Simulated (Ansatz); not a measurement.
A relaxation computed with Ansatz, from input to last step.

```yaml
crystal:
  lattice:
    - [7.7316354258, 0.0, 0.0]
    - [-3.8658177129, 6.6957926915, 0.0]
    - [0.0, 0.0, 3.84818603]
  atoms:
    - { symbol: Sc, position: [0.23631497, 0.0, 0.5] }
    - { symbol: Sc, position: [0.76368503, 0.76368503, 0.5] }
    - { symbol: Sc, position: [0.0, 0.23631497, 0.5] }
    - { symbol: Sc, position: [0.61003693, 0.0, 0.0] }
    - { symbol: Sc, position: [0.38996307, 0.38996307, 0.0] }
    - { symbol: Sc, position: [0.0, 0.61003693, 0.0] }
    - { symbol: Fe, position: [0.0, 0.0, 0.0] }
    - { symbol: Te, position: [0.33333333, 0.66666667, 0.5] }
    - { symbol: Te, position: [0.66666667, 0.33333333, 0.5] }
basis:
  ecutwfc: 420
kpoints:
  mp_grid: { grid: [6, 6, 10] }
hamiltonian:
  xc: pbesol
scf:
  occupations: { method: gaussian, width: 0.1 }
output:
  forces: true
  stress: true
  eigenvalues: true
relax:
  adjacent_minimum: "off"
  f_tol: 0.01
  max_steps: 40
```

```bash
ansatz run input.yaml --threads 2 --pin off --max-ram 5120MiB --backend cpu --events-out ev --progress --plain --runs-dir out
```

Computed with DFT PBEsol, scalar-relativistic, plane waves, PAW (Ansatz 0.2.0).

Of 5 frames 5 are shown, positions in Å and forces in eV/Å; the SCF threshold varies from step to step.

```xyz
9
Lattice="7.7316 0.0000 0.0000 -3.8658 6.6958 0.0000 0.0000 0.0000 3.8482" Properties=species:S:1:pos:R:3:forces:R:3 pbc="T T T" step=1 free_energy_over_end_meV_per_atom=6.14
Sc    1.8271    0.0000    1.9241   -0.4729    0.0000    0.0000
Sc    2.9523    5.1135    1.9241    0.2364    0.4095    0.0000
Sc   -0.9136    1.5823    1.9241    0.2364   -0.4095    0.0000
Sc    4.7166    0.0000    0.0000    0.2532    0.0000    0.0000
Sc    1.5075    2.6111    0.0000   -0.1266   -0.2193    0.0000
Sc   -2.3583    4.0847    0.0000   -0.1266    0.2193    0.0000
Fe    0.0000    0.0000    0.0000    0.0000    0.0000    0.0000
Te    0.0000    4.4639    1.9241    0.0000    0.0000    0.0000
Te    3.8658    2.2319    1.9241    0.0000    0.0000    0.0000
9
Lattice="7.7316 0.0000 0.0000 -3.8658 6.6958 0.0000 0.0000 0.0000 3.8482" Properties=species:S:1:pos:R:3:forces:R:3 pbc="T T T" step=2 free_energy_over_end_meV_per_atom=2.81
Sc    1.7435    0.0000    1.9241    0.4257    0.0000    0.0000
Sc    2.9941    5.1859    1.9241   -0.2129   -0.3687    0.0000
Sc   -0.8718    1.5099    1.9241   -0.2129    0.3687    0.0000
Sc    4.7827    0.0000    0.0000   -0.0466    0.0000    0.0000
Sc    1.4745    2.5538    0.0000    0.0233    0.0403    0.0000
Sc   -2.3914    4.1420    0.0000    0.0233   -0.0403    0.0000
Fe    0.0000    0.0000    0.0000    0.0000    0.0000    0.0000
Te    0.0000    4.4639    1.9241    0.0000    0.0000    0.0000
Te    3.8658    2.2319    1.9241    0.0000    0.0000    0.0000
9
Lattice="7.7316 0.0000 0.0000 -3.8658 6.6958 0.0000 0.0000 0.0000 3.8482" Properties=species:S:1:pos:R:3:forces:R:3 pbc="T T T" step=3 free_energy_over_end_meV_per_atom=0.04
Sc    1.7804    0.0000    1.9241    0.0244    0.0000    0.0000
Sc    2.9756    5.1539    1.9241   -0.0122   -0.0211    0.0000
Sc   -0.8902    1.5419    1.9241   -0.0122    0.0211    0.0000
Sc    4.7721    0.0000    0.0000    0.0215    0.0000    0.0000
Sc    1.4798    2.5630    0.0000   -0.0108   -0.0186    0.0000
Sc   -2.3861    4.1328    0.0000   -0.0108    0.0186    0.0000
Fe    0.0000    0.0000    0.0000    0.0000    0.0000    0.0000
Te    0.0000    4.4639    1.9241    0.0000    0.0000    0.0000
Te    3.8658    2.2319    1.9241    0.0000    0.0000    0.0000
9
Lattice="7.7316 0.0000 0.0000 -3.8658 6.6958 0.0000 0.0000 0.0000 3.8482" Properties=species:S:1:pos:R:3:forces:R:3 pbc="T T T" step=4 free_energy_over_end_meV_per_atom=0.01
Sc    1.7813    0.0000    1.9241    0.0208    0.0000    0.0000
Sc    2.9752    5.1532    1.9241   -0.0104   -0.0180    0.0000
Sc   -0.8906    1.5426    1.9241   -0.0104    0.0180    0.0000
Sc    4.7781    0.0000    0.0000    0.0007    0.0000    0.0000
Sc    1.4768    2.5579    0.0000   -0.0003   -0.0006    0.0000
Sc   -2.3890    4.1379    0.0000   -0.0003    0.0006    0.0000
Fe    0.0000    0.0000    0.0000    0.0000    0.0000    0.0000
Te    0.0000    4.4639    1.9241    0.0000    0.0000    0.0000
Te    3.8658    2.2319    1.9241    0.0000    0.0000    0.0000
9
Lattice="7.7316 0.0000 0.0000 -3.8658 6.6958 0.0000 0.0000 0.0000 3.8482" Properties=species:S:1:pos:R:3:forces:R:3 pbc="T T T" step=5 free_energy_over_end_meV_per_atom=0.00
Sc    1.7834    0.0000    1.9241    0.0001    0.0000    0.0000
Sc    2.9741    5.1513    1.9241   -0.0001   -0.0001    0.0000
Sc   -0.8917    1.5445    1.9241   -0.0001    0.0001    0.0000
Sc    4.7788    0.0000    0.0000   -0.0001    0.0000    0.0000
Sc    1.4764    2.5572    0.0000    0.0001    0.0001    0.0000
Sc   -2.3894    4.1385    0.0000    0.0001   -0.0001    0.0000
Fe    0.0000    0.0000    0.0000    0.0000    0.0000    0.0000
Te    0.0000    4.4639    1.9241    0.0000    0.0000    0.0000
Te    3.8658    2.2319    1.9241    0.0000    0.0000    0.0000
```

The run took 42 s on 2 threads of AMD EPYC 9R45 96-Core Processor (Zen 5), on a shared host, peak memory 0.86 GiB.

Spin polarisation was left out, and a magnetic state may lie lower.